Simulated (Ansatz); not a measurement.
LaRu₂:
```yaml
crystal:
  lattice:
    - [0.00000, 3.83772, 3.83772]
    - [3.83772, 0.00000, 3.83772]
    - [3.83772, 3.83772, 0.00000]
  atoms:
    - { symbol: Ru, position: [0.12500, 0.12500, 0.12500] }
    - { symbol: Ru, position: [0.62500, 0.12500, 0.12500] }
    - { symbol: Ru, position: [0.12500, 0.12500, 0.62500] }
    - { symbol: Ru, position: [0.12500, 0.62500, 0.12500] }
    - { symbol: La, position: [0.50000, 0.50000, 0.50000] }
    - { symbol: La, position: [0.75000, 0.75000, 0.75000] }
```

Relaxed with r²SCAN.

### Question
Map the valence electron density (e/Å³), cut off at 2 on the plane through (0.125, 0.125, 0.125) spanned by u = [1, 0, 0] and v = [-1, 1, 1] in lattice vectors, from r²SCAN in the plane-wave PAW code Ansatz.

### Answer
x is the fraction of u, y of v (the angle between them is 90°; rows are the nearest grid lines); atoms in the plane: Ru at (0.00, 0.00), Ru at (0.50, 0.00), La at (0.75, 0.38), La at (0.25, 0.62).
```
|@@@@%:..:=@@@@@@@@=:..:%@@@@|
|@@@@+:...-%@@@@@@@-...:+@@@@|
|@@@#-.  .:=@@@@@@=:....-*@@@|
|:::.      ..::::...   ...:::|
|                  .....     |
|      ..          .....     |
|   .-=+++-:.      .....     |
| .:+#%##%#*-.               |
| .-*%#**###+:               |
| .=#%#**#%%+:.              |
|  :=#%%%%#*-.               |
|  .:=**#*+-.      .....     |
|     .....      .-+*#**=:.  |
|               .-*#%%%%#=:  |
|              .:+%%#**#%#=. |
|               :+###**#%*-. |
|               .-*#%##%#+:. |
|     .....      .:-+++=-.   |
|     .....          ..      |
|     .....                  |
|:::...   ...::::..      .:::|
|@@@*-....:=@@@@@@=:.  .-#@@@|
|@@@@+:...-@@@@@@@%-...:+@@@@|
|@@@@%:..:=@@@@@@@@=:..:%@@@@|
```
Scale: ten equal steps from 0.111 (start of ' ') to 2.00 (end of '@'), in the order ' .:-=+*#%@'; x runs from 0.000 to 1.00, y from 0.000 (bottom) to 1.00 (top).

The density is the valence pseudo-density with augmentation charge, so density and ELF within about 1 Å of a nucleus are not all-electron values.

Space group Fd-3m (cubic Laves (MgCu2 type)). The workflow started from an entry of the Crystallography Open Database (COD). Its standing as an ambient phase is unchecked. The cell was relaxed with r²SCAN under the symmetry of its start; whether a distortion lowers the energy is not shown. The run is not spin-polarised. Spin–orbit coupling is left out wherever it is not named.

Potentials: the later of the program's two PAW sets.
